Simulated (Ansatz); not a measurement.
Theory: DFT PBE, scalar-relativistic, plane waves, PAW (Ansatz). All cells share a 420 eV cutoff and Γ-centred k meshes spaced at most about 0.3 Å⁻¹ (about 0.25 or finer for metals, 2π included). No spin polarisation in the final relaxations.

These are static total energies at zero pressure. All come from trial cells, and lower structures may exist.

Question: These unrelaxed guesses for Ge4P are each relaxed within their symmetry. Order them by the energy at which they end, lowest first.
A.

```cif
data_structure
_symmetry_space_group_name_H-M 'R-3m:H'
_symmetry_Int_Tables_number 166
_cell_length_a 4.0618
_cell_length_b 4.0618
_cell_length_c 12.6109
_cell_angle_alpha 90.000
_cell_angle_beta 90.000
_cell_angle_gamma 120.000
_cell_volume 180.18
loop_
_atom_site_label
_atom_site_type_symbol
_atom_site_symmetry_multiplicity
_atom_site_Wyckoff_symbol
_atom_site_fract_x
_atom_site_fract_y
_atom_site_fract_z
_atom_site_occupancy
Ge1 Ge 9 d 0.16667 0.33333 0.83333 1
Ge2 Ge 3 b 0.66667 0.33333 0.83333 1
P1 P 3 a 0.00000 0.00000 0.00000 1
```

B.

```cif
data_structure
_symmetry_space_group_name_H-M 'I-43m'
_symmetry_Int_Tables_number 217
_cell_length_a 5.8450
_cell_length_b 5.8450
_cell_length_c 5.8450
_cell_angle_alpha 90.000
_cell_angle_beta 90.000
_cell_angle_gamma 90.000
_cell_volume 199.69
loop_
_atom_site_label
_atom_site_type_symbol
_atom_site_symmetry_multiplicity
_atom_site_Wyckoff_symbol
_atom_site_fract_x
_atom_site_fract_y
_atom_site_fract_z
_atom_site_occupancy
Ge1 Ge 8 c 0.23115 0.23115 0.23115 1
P1 P 2 a 0.00000 0.00000 0.00000 1
```

C.

```cif
data_structure
_symmetry_space_group_name_H-M 'R-3m:H'
_symmetry_Int_Tables_number 166
_cell_length_a 3.0508
_cell_length_b 3.0508
_cell_length_c 36.0307
_cell_angle_alpha 90.000
_cell_angle_beta 90.000
_cell_angle_gamma 120.000
_cell_volume 290.42
loop_
_atom_site_label
_atom_site_type_symbol
_atom_site_symmetry_multiplicity
_atom_site_Wyckoff_symbol
_atom_site_fract_x
_atom_site_fract_y
_atom_site_fract_z
_atom_site_occupancy
Ge1 Ge 6 c 0.33333 0.66667 0.26978 1
Ge2 Ge 6 c 0.00000 0.00000 0.20084 1
P1 P 3 a 0.00000 0.00000 0.00000 1
```

D.

```cif
data_structure
_symmetry_space_group_name_H-M 'P4/mmm'
_symmetry_Int_Tables_number 123
_cell_length_a 3.5120
_cell_length_b 3.5120
_cell_length_c 7.8196
_cell_angle_alpha 90.000
_cell_angle_beta 90.000
_cell_angle_gamma 90.000
_cell_volume 96.45
loop_
_atom_site_label
_atom_site_type_symbol
_atom_site_symmetry_multiplicity
_atom_site_Wyckoff_symbol
_atom_site_fract_x
_atom_site_fract_y
_atom_site_fract_z
_atom_site_occupancy
Ge1 Ge 2 h 0.50000 0.50000 0.26670 1
Ge2 Ge 2 g 0.00000 0.00000 0.15010 1
P1 P 1 b 0.00000 0.00000 0.50000 1
```

Answer: C (ends in R-3m, 0 meV/atom), D (ends in P4/mmm, 241 meV/atom), B (ends in I-43m, 297 meV/atom), A (ends in R-3m, 0.33 eV/atom). Even the lowest end lies +0.17 eV/atom against the elements.

A magnetic state wasn't ruled out in cells without spin, among them R-3m at 19.3 Å³/atom, P4/mmm, I-43m, R-3m at 22.7 Å³/atom. Cells relaxed within their symmetry can be saddle points. Some structure types and database cells were kept out of the candidates from the start, so a known form may be missing.
